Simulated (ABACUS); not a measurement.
Set-up for a self-consistent single point of Zn3(SnPt)2 (P6_3/mmc, 28 atoms in the cell; from Materials Project mp-1207463).

```xyz
28
Lattice="4.3400 0.0000 0.0000 0.0000 7.5171 0.0000 0.0000 0.0000 15.6104" Properties=species:S:1:pos:R:3 pbc="T T T"
Zn     0.0000     0.0000    10.4434
Zn     0.0000     0.0000     5.1671
Zn     0.0000     0.0000     2.6382
Zn     0.0000     0.0000    12.9723
Zn     2.1700     1.2528     3.9026
Zn     0.0000     2.5057    11.7078
Zn     2.1700     3.7585    10.4434
Zn     2.1700     3.7585     5.1671
Zn     2.1700     3.7585     2.6382
Zn     2.1700     3.7585    12.9723
Zn     0.0000     5.0114     3.9026
Zn     2.1700     6.2642    11.7078
Sn     2.1700     1.2528     8.9412
Sn     0.0000     2.5057     6.6692
Sn     0.0000     2.5057     1.1360
Sn     2.1700     1.2528    14.4745
Sn     0.0000     5.0114     8.9412
Sn     2.1700     6.2642     6.6692
Sn     2.1700     6.2642     1.1360
Sn     0.0000     5.0114    14.4745
Pt     0.0000     0.0000     7.8052
Pt     0.0000     0.0000     0.0000
Pt     2.1700     1.2528    11.7078
Pt     0.0000     2.5057     3.9026
Pt     2.1700     3.7585     7.8052
Pt     2.1700     3.7585     0.0000
Pt     0.0000     5.0114    11.7078
Pt     2.1700     6.2642     3.9026
```

All values come from this method and carry its errors: PBEsol, numerical atomic orbitals DZP (confined pseudo-atomic orbitals with Gaussian additions; energy shift 0.01 Ry), PseudoDojo 0.4 standard norm-conserving PBEsol (tails mended) pseudopotentials run with ABACUS 3.10.1.

ABACUS settings:

| setting | value |
|---|---|
| basis | DZP numerical atomic orbitals, energy shift 0.01 Ry |
| KPT | Gamma 4 2 1 0.5 0.5 0.5 |
| basis_type | lcao |
| ecutwfc | 100 Ry |
| smearing_method | mv |
| smearing_sigma | 0.00367493 Ry |
| potentials | PseudoDojo 0.4 standard norm-conserving PBEsol (tails mended) |
| symmetry | 1 |
| symmetry_prec | 1e-05 |
| ks_solver | genelpa |
| scf_nmax | 100 |
| scf_thr | 1.0e-06 |
| mixing_type | broyden |

Results:

- Number of valence electrons: 496
- Number of bands: 298
- Number of k-points after the program's reduction: 2
- Size of the basis: 720
- Number of SCF iterations: 10
- Free energy E − TS: -113770.0899 eV
- Pressure: -0.21 GPa

Stress (GPa, positive for compression):
```
-0.20   0.00   0.00
 0.00  -2.45   0.00
 0.00   0.00   2.01
```

The atom-centred basis is finite, which shifts total energies and pressures against plane waves. The structure comes from a collection of computed structures, made at another level of theory; the collection holds predicted forms beside known ones. With one or two k-points the zone of this small cell is coarsely sampled: energies, forces and stress carry that error and can break the symmetry, so a converged loop does not mean converged values.

Cost on one core: around 6 core-minutes (rough).

The atomic orbitals were generated for these runs; they are not ABACUS's published sets and were checked against plane waves on a few crystals only.

“Tails mended”: in these copies of the files the far tail of each local potential was reset to the Coulomb form.
